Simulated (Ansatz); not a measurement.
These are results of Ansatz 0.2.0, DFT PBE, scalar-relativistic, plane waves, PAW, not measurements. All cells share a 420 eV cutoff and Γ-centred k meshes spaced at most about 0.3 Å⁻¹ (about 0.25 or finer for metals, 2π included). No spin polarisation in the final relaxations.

All energies are static (0 K, no zero-point motion). All come from trial cells, and lower structures may exist.

**Question.** Which of these relaxed structures of TaGa₂ is the lowest in energy?
A.

```cif
data_structure
_symmetry_space_group_name_H-M 'P4/mmm'
_symmetry_Int_Tables_number 123
_cell_length_a 2.8290
_cell_length_b 2.8290
_cell_length_c 6.6081
_cell_angle_alpha 90.000
_cell_angle_beta 90.000
_cell_angle_gamma 90.000
_cell_volume 52.88
loop_
_atom_site_label
_atom_site_type_symbol
_atom_site_symmetry_multiplicity
_atom_site_Wyckoff_symbol
_atom_site_fract_x
_atom_site_fract_y
_atom_site_fract_z
_atom_site_occupancy
Ta1 Ta 1 a 0.00000 0.00000 0.00000 1
Ga1 Ga 2 h 0.50000 0.50000 0.31076 1
```

B.

```cif
data_structure
_symmetry_space_group_name_H-M 'P4/mmm'
_symmetry_Int_Tables_number 123
_cell_length_a 3.9019
_cell_length_b 3.9019
_cell_length_c 3.7115
_cell_angle_alpha 90.000
_cell_angle_beta 90.000
_cell_angle_gamma 90.000
_cell_volume 56.51
loop_
_atom_site_label
_atom_site_type_symbol
_atom_site_symmetry_multiplicity
_atom_site_Wyckoff_symbol
_atom_site_fract_x
_atom_site_fract_y
_atom_site_fract_z
_atom_site_occupancy
Ta1 Ta 1 c 0.50000 0.50000 0.00000 1
Ga1 Ga 2 e 0.00000 0.50000 0.50000 1
```

C.

```cif
data_structure
_symmetry_space_group_name_H-M 'Fd-3m:1'
_symmetry_Int_Tables_number 227
_cell_length_a 7.2470
_cell_length_b 7.2470
_cell_length_c 7.2470
_cell_angle_alpha 90.000
_cell_angle_beta 90.000
_cell_angle_gamma 90.000
_cell_volume 380.61
loop_
_atom_site_label
_atom_site_type_symbol
_atom_site_symmetry_multiplicity
_atom_site_Wyckoff_symbol
_atom_site_fract_x
_atom_site_fract_y
_atom_site_fract_z
_atom_site_occupancy
Ta1 Ta 8 b 0.25000 0.75000 0.25000 1
Ga1 Ga 16 c 0.37500 0.12500 0.37500 1
```

D.

```cif
data_structure
_symmetry_space_group_name_H-M 'Fm-3m'
_symmetry_Int_Tables_number 225
_cell_length_a 6.2356
_cell_length_b 6.2356
_cell_length_c 6.2356
_cell_angle_alpha 90.000
_cell_angle_beta 90.000
_cell_angle_gamma 90.000
_cell_volume 242.46
loop_
_atom_site_label
_atom_site_type_symbol
_atom_site_symmetry_multiplicity
_atom_site_Wyckoff_symbol
_atom_site_fract_x
_atom_site_fract_y
_atom_site_fract_z
_atom_site_occupancy
Ta1 Ta 4 a 0.00000 0.00000 0.00000 1
Ga1 Ga 8 c 0.25000 0.75000 0.75000 1
```

**Answer.** A. It has space group P4/mmm (No. 123); the next, C, with the cubic Laves (C15) type, space group Fd-3m (No. 227), lies 225 meV/atom higher. Counting all near atoms (those within 1.25 times the shortest distance at each site; a plus sign parts nearer from farther groups), the lowest has Ta 12, Ga 1+8 and the next has Ta 16, Ga 6+6.

Spin–orbit coupling, which can matter for Ta, is left out. Cells relaxed within their symmetry can be saddle points. Some candidate types were left out of the draw beforehand, so a known form may be missing.
